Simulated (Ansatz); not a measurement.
# TiCd under pressure

Theory: DFT LDA, scalar-relativistic, plane waves, PAW in Ansatz 0.2.0. Plane waves to 420 eV; Γ-centred k mesh 14×14×6; Fermi-Dirac smearing of 0.15 eV. No spin polarisation. Phonons by linear response, acoustic sum rule imposed.

Relaxed structure:
```yaml
crystal:
  lattice:
    - [2.82857, 0.00000, 0.00000]
    - [0.00000, 2.82857, 0.00000]
    - [0.00000, 0.00000, 8.75443]
  atoms:
    - { symbol: Ti, position: [0.00000, 0.50000, 0.61138] }
    - { symbol: Ti, position: [0.50000, 0.00000, 0.38862] }
    - { symbol: Cd, position: [0.00000, 0.50000, 0.13288] }
    - { symbol: Cd, position: [0.50000, 0.00000, 0.86712] }
```

In a metal, frequencies and elastic constants depend on the k mesh and the smearing, soft modes and shear constants most.

Question: The cell is relaxed again at 2 GPa. How do volume, gap and optical modes at Γ (cm⁻¹, counted from the lowest optical one; a degenerate one stands once) change?

Answer:
```csv
,0 GPa,2 GPa
V/V0,1.000,0.982
gap (eV),0.00,0.00
mode 1,67,70
mode 3,107,111
mode 5,128,134
mode 6,161,167
mode 7,176,180
mode 9,274,281
```